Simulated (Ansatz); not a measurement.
Polymorphs of Al2O3, each relaxed with r²SCAN in the plane-wave PAW code Ansatz:

A: bixbyite (Ia-3), a = 8.886 Å, b = 8.886 Å, c = 8.886 Å, α = 90.00°, β = 90.00°, γ = 90.00°

B: Pbcn
a = 7.018 Å, b = 4.798 Å, c = 4.939 Å, α = β = γ = 90.00°

| atom | site | symmetry | x | y | z |
|---|---|---|---|---|---|
| Al | 8d | 1 | 0.3907 | 0.2521 | 0.0310 |
| O | 8d | 1 | 0.3459 | 0.1070 | 0.3980 |
| O | 4c | .2. | 0.0000 | 0.0499 | 0.2500 |

C: corundum (R-3c)
a = 4.759 Å, b = 4.759 Å, c = 12.995 Å, α = 90.00°, β = 90.00°, γ = 120.00°

```tsv
atom	site	symmetry	x	y	z
Al	12c	3.	0.0000	0.0000	0.1481
O	18e	.2	0.3064	0.3064	0.7500
```

Question: Rank these by energy per atom at 0 K (lowest first), as r²SCAN gives it.

Answer: C (+0 meV/atom), A (+40 meV/atom), B (+101 meV/atom)

Question: Give each one's gap.

Answer: A 6.31 eV; B 6.56 eV; C 7.14 eV.

Not the usual ambient phase: A; B. All cells were relaxed under the symmetry of their starts (and spin orders); stability against distortions was not tested throughout.

Energies hold the estimated change up to a 700 eV cutoff; steps of a few meV lie near the error of the meshes.

Potentials: the later of the program's two PAW sets.
